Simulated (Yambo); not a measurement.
G0W0@PBEsol for Rb₃AlF₆ (space group Fm-3m, No. 225) in Yambo (2×2×2 mesh, 8 Ry block, plasmon pole, screening fixed), without a terminator:

```
bands N in G  gap Γ → Γ (eV)  shift of the valence edge (eV)
------------  --------------  ------------------------------
121                    9.834                          -2.022
208                    9.925                          -2.264
324                    9.998                          -2.404
```

Problem. Extrapolate both columns to infinite N with E(N) = E∞ + A/N, test the form, and compare with the terminator.

Solution. From two points, E∞ = (N2 E2 − N1 E1)/(N2 − N1). The two largest N give 10.13 eV for the gap and -2.66 eV for the shift; the two smallest give 10.05 eV and -2.60 eV. For the gap the slopes A are -26 and -42 eV: the form isn't reached, and its limit is uncertain. For the shift the slopes A are 70 and 81 eV: the 1/N form holds. With the Bruneval-Gonze terminator and 324 bands the run gives 10.14 eV and -2.62 eV, 0.01 eV and 0.03 eV from the extrapolated values: the terminator too is an estimate of the remainder. Block, mesh and the bands in W are held fixed.

Geometry of the Materials Project entry, not relaxed at this level; primitive cell a = b = c = 6.254 Å, α = β = γ = 60.00°.

The structure is a Materials Project entry; no match was found in the copy of COD used, and its stability was not checked.

A shift is the quasiparticle energy of the state minus its PBEsol energy.
